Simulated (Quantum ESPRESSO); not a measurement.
# Si3AlO7F: one run as intended and one with a planted mistake

Simulated, not a measurement. The program is pw.x of Quantum ESPRESSO 7.5 (plane-wave density functional theory). The cell is made up: 12 atoms on a rutile lattice, with randomly drawn elements, strain and displacements, not relaxed. PseudoDojo standard norm-conserving files (v0.5 for PBE, v0.4.1 for LDA and PBEsol) set the functional; there is no spin polarisation, spin-orbit coupling or dispersion term, and the masses in the input are unused placeholders.

Intended input:

```
&control calculation='scf', pseudo_dir='./dojo.nc.sr.pbe.v0_5.standard.upf', outdir='./o', disk_io='medium', tprnfor=.true., tstress=.true. /
&system ibrav=0, nat=12, ntyp=4, nbnd=38, ecutwfc=84.00895049, nosym=.true., tot_charge=0,
 occupations='smearing', smearing='fd', degauss=0.0018374661
/
&electrons conv_thr=7.350e-09, electron_maxstep=60, /
ATOMIC_SPECIES
Al 1.0 Al.upf
F 1.0 F.upf
O 1.0 O.upf
Si 1.0 Si.upf
CELL_PARAMETERS angstrom
4.3198 -0.0546 0.0227
-0.0546 4.2801 0.0707
0.0289 0.09 5.4953
ATOMIC_POSITIONS angstrom
Si 0.0108 0.0594 -0.0247
Al 2.1242 2.1491 1.4397
Si 0.0085 0.0719 2.7659
Si 2.2123 2.2014 4.1707
O 1.3405 1.2731 -0.0709
O 2.9408 2.9603 0.0482
O 3.5058 0.78 1.4128
O 0.7643 3.452 1.4688
O 1.315 1.2801 2.7346
O 3.0049 2.981 2.8521
O 3.5002 0.9006 4.1672
F 0.8255 3.4867 4.2651
K_POINTS automatic
5 5 4 1 1 1
```

The log is shortened where brackets say so; the opening notice, blank lines, dates and the lines on written files are dropped, and the path of the files is cut. It prints rydbergs, bohrs and kilobars, and counts compression as positive stress. Where no state is partly filled, the Fermi energy that it prints is only some level between the filled and the empty states on the mesh, and need not lie in the true gap.

Log of the intended run:

```
     Program PWSCF v.7.5
     Parallel version (MPI & OpenMP), running on       1 processor cores
     Number of MPI processes:                 1
     Threads/MPI process:                     1
     [start-up lines left out]
     bravais-lattice index     =            0
     lattice parameter (alat)  =       8.1640  a.u.
     unit-cell volume          =     685.3384 (a.u.)^3
     number of atoms/cell      =           12
     number of atomic types    =            4
     number of electrons       =        64.00
     number of Kohn-Sham states=           38
     kinetic-energy cutoff     =      84.0090  Ry
     charge density cutoff     =     336.0358  Ry
     scf convergence threshold =      7.3E-09
     mixing beta               =       0.7000
     number of iterations used =            8  plain     mixing
     Exchange-correlation= PBE
                           (   1   4   3   4   0   0   0)
     [axes and pseudopotential details left out]
   Cartesian axes
     site n.     atom                  positions (alat units)
         1        Si     tau(   1) = (   0.0024999   0.0137493  -0.0057173  )
         2        Al     tau(   2) = (   0.4916897   0.4974533   0.3332481  )
         3        Si     tau(   3) = (   0.0019675   0.0166427   0.6402243  )
         4        Si     tau(   4) = (   0.5120822   0.5095592   0.9653941  )
         5        O      tau(   5) = (   0.3102862   0.2946851  -0.0164113  )
         6        O      tau(   6) = (   0.6807085   0.6852222   0.0111569  )
         7        O      tau(   7) = (   0.8114893   0.1805470   0.3270215  )
         8        O      tau(   8) = (   0.1769129   0.7990362   0.3399839  )
         9        O      tau(   9) = (   0.3043837   0.2963054   0.6329793  )
        10        O      tau(  10) = (   0.6955457   0.6900136   0.6601771  )
        11        O      tau(  11) = (   0.8101931   0.2084623   0.9645839  )
        12        F      tau(  12) = (   0.1910789   0.8070682   0.9872449  )
     number of k points=    50  Fermi-Dirac smearing, width (Ry)=  0.0018
                       cart. coord. in units 2pi/alat
        k(    1) = (   0.1007764   0.1006353   0.0960923), wk =   0.0400000
        k(    2) = (   0.0997021   0.0973741   0.2926922), wk =   0.0400000
     [further k points left out]
     Dense  grid:    71285 G-vectors     FFT dimensions: (  48,  48,  64)
     Estimated max dynamical RAM per process >     102.31 MB
     Initial potential from superposition of free atoms
     starting charge      63.9957, renormalised to      64.0000
     Starting wfcs are   48 randomized atomic wfcs
     total cpu time spent up to now is       14.3 secs
     per-process dynamical memory:    69.1 Mb
     Self-consistent Calculation
     iteration #  1     ecut=    84.01 Ry     beta= 0.70
     Davidson diagonalization with overlap
     ethr =  1.00E-02,  avg # of iterations =  2.7
     total cpu time spent up to now is       48.2 secs
     total energy              =    -310.72916649 Ry
     estimated scf accuracy    <       2.59326133 Ry
     iteration #  2     ecut=    84.01 Ry     beta= 0.70
     Davidson diagonalization with overlap
     ethr =  4.05E-03,  avg # of iterations =  2.8
     total cpu time spent up to now is       81.8 secs
     total energy              =    -311.45664857 Ry
     estimated scf accuracy    <       1.87289809 Ry
     [iterations 3 to 9 left out]
     iteration # 10     ecut=    84.01 Ry     beta= 0.70
     Davidson diagonalization with overlap
     ethr =  1.11E-09,  avg # of iterations =  2.0
     total cpu time spent up to now is      334.6 secs
     total energy              =    -311.82311979 Ry
     estimated scf accuracy    <       0.00000006 Ry
     iteration # 11     ecut=    84.01 Ry     beta= 0.70
     Davidson diagonalization with overlap
     ethr =  1.00E-10,  avg # of iterations =  2.2
     total cpu time spent up to now is      370.3 secs
     End of self-consistent calculation
     [lines on levels left out]
     the Fermi energy is    10.1147 ev
!    total energy              =    -311.82311981 Ry
     estimated scf accuracy    <          4.3E-09 Ry
     smearing contrib. (-TS)   =       0.00000000 Ry
     internal energy E=F+TS    =    -311.82311981 Ry
     The total energy is F=E-TS. E is the sum of the following terms:
     one-electron contribution =     -50.95173970 Ry
     hartree contribution      =      72.70374321 Ry
     xc contribution           =     -82.60898875 Ry
     ewald contribution        =    -250.96613456 Ry
     convergence has been achieved in  11 iterations
     Forces acting on atoms (cartesian axes, Ry/au):
     atom    1 type  4   force =    -0.08045178    0.05277896    0.21062978
     atom    2 type  1   force =     0.02051321   -0.00868890   -0.04029174
     atom    3 type  4   force =    -0.06365826    0.06761484   -0.19029378
     atom    4 type  4   force =     0.08095203   -0.10656225    0.00842497
     atom    5 type  3   force =    -0.04243180   -0.02243891   -0.02939372
     atom    6 type  3   force =     0.04121130    0.03408087   -0.09062191
     atom    7 type  3   force =     0.02079040   -0.00525540   -0.01453208
     atom    8 type  3   force =    -0.01776554    0.03142283   -0.01646143
     atom    9 type  3   force =    -0.01725529   -0.01075881    0.14022911
     atom   10 type  3   force =     0.00335969    0.03237099    0.08050190
     atom   11 type  3   force =     0.06943581   -0.07354447   -0.01974950
     atom   12 type  2   force =    -0.01469977    0.00898026   -0.03844160
     Total force =     0.418396     Total SCF correction =     0.000051
     Computing stress (Cartesian axis) and pressure
          total   stress  (Ry/bohr**3)                   (kbar)     P=      -16.42
  -0.00013021  -0.00050113  -0.00020075          -19.16      -73.72      -29.53
  -0.00050113  -0.00005604  -0.00044623          -73.72       -8.24      -65.64
  -0.00020075  -0.00044623  -0.00014862          -29.53      -65.64      -21.86
     init_run     :     13.01s CPU     14.27s WALL (       1 calls)
     electrons    :    339.50s CPU    355.93s WALL (       1 calls)
     forces       :      6.63s CPU      6.73s WALL (       1 calls)
     stress       :     32.30s CPU     32.41s WALL (       1 calls)
     [timing details left out]
     PWSCF        :   6m31.75s CPU   6m52.08s WALL
     JOB DONE.
```

A second run has one planted mistake: the plane-wave cutoff is too low. The input lines that differ, file-writing options aside:

```
- &system ibrav=0, nat=12, ntyp=4, nbnd=38, ecutwfc=84.00895049, nosym=.true., tot_charge=0,
+ &system ibrav=0, nat=12, ntyp=4, nbnd=38, ecutwfc=62.32685041, nosym=.true., tot_charge=0,
```

Its log:

```
     Program PWSCF v.7.5
     Parallel version (MPI & OpenMP), running on       1 processor cores
     Number of MPI processes:                 1
     Threads/MPI process:                     1
     [start-up lines left out]
     bravais-lattice index     =            0
     lattice parameter (alat)  =       8.1640  a.u.
     unit-cell volume          =     685.3384 (a.u.)^3
     number of atoms/cell      =           12
     number of atomic types    =            4
     number of electrons       =        64.00
     number of Kohn-Sham states=           38
     kinetic-energy cutoff     =      62.3269  Ry
     charge density cutoff     =     249.3074  Ry
     scf convergence threshold =      7.3E-09
     mixing beta               =       0.7000
     number of iterations used =            8  plain     mixing
     Exchange-correlation= PBE
                           (   1   4   3   4   0   0   0)
     [axes and pseudopotential details left out]
   Cartesian axes
     site n.     atom                  positions (alat units)
         1        Si     tau(   1) = (   0.0024999   0.0137493  -0.0057173  )
         2        Al     tau(   2) = (   0.4916897   0.4974533   0.3332481  )
         3        Si     tau(   3) = (   0.0019675   0.0166427   0.6402243  )
         4        Si     tau(   4) = (   0.5120822   0.5095592   0.9653941  )
         5        O      tau(   5) = (   0.3102862   0.2946851  -0.0164113  )
         6        O      tau(   6) = (   0.6807085   0.6852222   0.0111569  )
         7        O      tau(   7) = (   0.8114893   0.1805470   0.3270215  )
         8        O      tau(   8) = (   0.1769129   0.7990362   0.3399839  )
         9        O      tau(   9) = (   0.3043837   0.2963054   0.6329793  )
        10        O      tau(  10) = (   0.6955457   0.6900136   0.6601771  )
        11        O      tau(  11) = (   0.8101931   0.2084623   0.9645839  )
        12        F      tau(  12) = (   0.1910789   0.8070682   0.9872449  )
     number of k points=    50  Fermi-Dirac smearing, width (Ry)=  0.0018
                       cart. coord. in units 2pi/alat
        k(    1) = (   0.1007764   0.1006353   0.0960923), wk =   0.0400000
        k(    2) = (   0.0997021   0.0973741   0.2926922), wk =   0.0400000
     [further k points left out]
     Dense  grid:    45573 G-vectors     FFT dimensions: (  45,  45,  54)
     Estimated max dynamical RAM per process >      67.87 MB
     Check: negative core charge=   -0.000023
     Initial potential from superposition of free atoms
     starting charge      63.9957, renormalised to      64.0000
     Starting wfcs are   48 randomized atomic wfcs
     total cpu time spent up to now is       10.7 secs
     per-process dynamical memory:    48.8 Mb
     Self-consistent Calculation
     iteration #  1     ecut=    62.33 Ry     beta= 0.70
     Davidson diagonalization with overlap
     ethr =  1.00E-02,  avg # of iterations =  2.6
     total cpu time spent up to now is       39.3 secs
     total energy              =    -310.70041083 Ry
     estimated scf accuracy    <       2.55748157 Ry
     iteration #  2     ecut=    62.33 Ry     beta= 0.70
     Davidson diagonalization with overlap
     ethr =  4.00E-03,  avg # of iterations =  2.8
     total cpu time spent up to now is       61.4 secs
     total energy              =    -311.41447305 Ry
     estimated scf accuracy    <       1.83601808 Ry
     [iterations 3 to 9 left out]
     iteration # 10     ecut=    62.33 Ry     beta= 0.70
     Davidson diagonalization with overlap
     ethr =  1.05E-09,  avg # of iterations =  2.0
     total cpu time spent up to now is      247.1 secs
     total energy              =    -311.77486938 Ry
     estimated scf accuracy    <       0.00000006 Ry
     iteration # 11     ecut=    62.33 Ry     beta= 0.70
     Davidson diagonalization with overlap
     ethr =  9.03E-11,  avg # of iterations =  2.4
     total cpu time spent up to now is      263.0 secs
     End of self-consistent calculation
     [lines on levels left out]
     the Fermi energy is    10.1106 ev
!    total energy              =    -311.77486940 Ry
     estimated scf accuracy    <          4.3E-09 Ry
     smearing contrib. (-TS)   =       0.00000000 Ry
     internal energy E=F+TS    =    -311.77486940 Ry
     The total energy is F=E-TS. E is the sum of the following terms:
     one-electron contribution =     -50.86294277 Ry
     hartree contribution      =      72.63969805 Ry
     xc contribution           =     -82.58549012 Ry
     ewald contribution        =    -250.96613457 Ry
     convergence has been achieved in  11 iterations
     Forces acting on atoms (cartesian axes, Ry/au):
     atom    1 type  4   force =    -0.08042140    0.05280795    0.21059226
     atom    2 type  1   force =     0.02051834   -0.00858108   -0.04024920
     atom    3 type  4   force =    -0.06364443    0.06765303   -0.19024293
     atom    4 type  4   force =     0.08097899   -0.10652975    0.00842491
     atom    5 type  3   force =    -0.04243082   -0.02216170   -0.02981289
     atom    6 type  3   force =     0.04126055    0.03418164   -0.09076120
     atom    7 type  3   force =     0.02094556   -0.00565032   -0.01423356
     atom    8 type  3   force =    -0.01811086    0.03144146   -0.01586331
     atom    9 type  3   force =    -0.01725858   -0.01066701    0.13971896
     atom   10 type  3   force =     0.00351370    0.03201431    0.07999051
     atom   11 type  3   force =     0.06957997   -0.07382953   -0.01952227
     atom   12 type  2   force =    -0.01493103    0.00932101   -0.03804128
     Total force =     0.418146     Total SCF correction =     0.000052
     Computing stress (Cartesian axis) and pressure
          total   stress  (Ry/bohr**3)                   (kbar)     P=     -101.29
  -0.00071526  -0.00050408  -0.00020111         -105.22      -74.15      -29.58
  -0.00050408  -0.00064049  -0.00044380          -74.15      -94.22      -65.29
  -0.00020111  -0.00044380  -0.00070988          -29.58      -65.29     -104.43
     init_run     :     10.02s CPU     10.58s WALL (       1 calls)
     electrons    :    236.74s CPU    253.02s WALL (       1 calls)
     forces       :      3.29s CPU      3.36s WALL (       1 calls)
     stress       :     15.12s CPU     15.18s WALL (       1 calls)
     [timing details left out]
     PWSCF        :   4m25.37s CPU   4m42.49s WALL
     JOB DONE.
```

|  | intended run | run with the mistake |
| --- | --- | --- |
| free energy (eV) | -4242.570 | -4241.913 |
| smearing term -TS (eV) | 0.0000 | 0.0000 |
| pressure (GPa) | -1.64 | -10.13 |
| largest force component (eV/Å) | 5.416 | 5.415 |
| largest change of a force component (eV/Å) |  | 0.015 |
| iterations | 11 | 11 |

For scale, a rerun of the intended cell at a cutoff of 1437 eV and k mesh 7 x 7 x 6 moved values by no more than 0.003 eV in energy, 0.04 GPa in stress and 0.002 eV/Å in force.